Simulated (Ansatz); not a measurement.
The relaxed structure here is a generated cell of Li: the first start was made by a random draw of sites in a space group, and the end was not matched to a known phase here, so it may be hypothetical. Known forms of Li include space group No. 229.

A relaxed cell of Li (P6₃/mmc (No. 194)), relaxed on a k-mesh at least as fine as the one used below. These are r2SCAN (plane waves to 500 eV, PAW, scalar-relativistic; Ansatz, a first-principles code) values and carry that method's errors. Γ-centred k-mesh 12×12×2 on the run's cell (coarser than for final values), Fermi–Dirac smearing 0.05 eV.

```yaml
crystal:
  lattice:
    - [3.10138, 0.00000, 0.00000]
    - [-1.55069, 2.68587, 0.00000]
    - [0.00000, 0.00000, 20.13225]
  atoms:
    - { symbol: Li, position: [0.33333, 0.66667, 0.37500] }
    - { symbol: Li, position: [0.33333, 0.66667, 0.87500] }
    - { symbol: Li, position: [0.66667, 0.33333, 0.12500] }
    - { symbol: Li, position: [0.66667, 0.33333, 0.62500] }
    - { symbol: Li, position: [0.00000, 0.00000, 0.25000] }
    - { symbol: Li, position: [0.00000, 0.00000, 0.75000] }
    - { symbol: Li, position: [0.00000, 0.00000, 0.00000] }
    - { symbol: Li, position: [0.00000, 0.00000, 0.50000] }
```

The atoms are displaced by (Å):

```json
[
 {"atom": "Li1", "ux": "0.014", "uy": "0.063", "uz": "-0.043"},
 {"atom": "Li2", "ux": "-0.105", "uy": "-0.001", "uz": "-0.028"},
 {"atom": "Li3", "ux": "-0.008", "uy": "-0.001", "uz": "-0.023"},
 {"atom": "Li4", "ux": "-0.100", "uy": "0.126", "uz": "0.095"},
 {"atom": "Li5", "ux": "0.111", "uy": "-0.093", "uz": "-0.035"},
 {"atom": "Li6", "ux": "0.001", "uy": "0.030", "uz": "-0.049"},
 {"atom": "Li7", "ux": "0.025", "uy": "-0.031", "uz": "-0.072"},
 {"atom": "Li8", "ux": "0.026", "uy": "-0.078", "uz": "0.152"}
]
```

Q: What forces (eV/Å) and pressure result?

A: 
| atom | Fx | Fy | Fz |
|---|---|---|---|
| Li1 | 0.01 | -0.02 | 0.12 |
| Li2 | 0.02 | 0.00 | -0.05 |
| Li3 | 0.01 | -0.01 | -0.04 |
| Li4 | 0.02 | -0.04 | -0.06 |
| Li5 | -0.02 | 0.02 | 0.00 |
| Li6 | -0.02 | 0.01 | 0.12 |
| Li7 | -0.02 | 0.01 | 0.06 |
| Li8 | -0.01 | 0.03 | -0.15 |

Pressure 0.0 GPa.

No spin polarisation in the result.

The run that gave the undisplaced cell could not lose the symmetry of its start; a randomly shaken copy of 8 atoms returns to this structure.
